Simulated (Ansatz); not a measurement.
# Kick test of a cell of Ti2W3

The structure comes from a generated guess, relaxed at this level; another structure or a mixture of phases may lie lower.

Computed with Ansatz, DFT PBE, scalar-relativistic, plane waves, PAW. Cutoff 420 eV; k points 14×14×14 on the computed 5-atom cell (Γ-centred); Gaussian smearing, width 0.10 eV; no spin polarisation.

The cell below (5 atoms, space group Fmmm (No. 69)) is relaxed within its symmetry.

```
CELL_PARAMETERS angstrom
0.00000 2.26864 11.22389
1.58855 0.00000 11.22389
1.58855 2.26864 0.00000
ATOMIC_POSITIONS crystal
Ti 0.90016 0.90016 0.09984
Ti 0.09984 0.09984 0.90016
W 0.70077 0.70077 0.29923
W 0.29923 0.29923 0.70077
W 0.50000 0.50000 0.50000
```

For the test a repeat of it with 10 atoms (edges 2.77, 5.28, 11.34 Å) was strained at random (σ = 1.5 % a component), the atoms were moved at random (σ = 0.15 Å), and all was relaxed again on a coarse 8×4×2 mesh (in the run’s order of axes) with 0.20 eV smearing, with no symmetry imposed.

Spin–orbit coupling, which can matter for W, is left out.

Task: What happens?

Result: It returns, within 1 meV/atom of the unmoved cell on that mesh and with the same symmetry when read at 0.1 Å (C2/m at 0.01 Å, so small strains and shifts remain). No instability shows in this cell; modes of other wave vectors, which need another repeat, aren't tested.
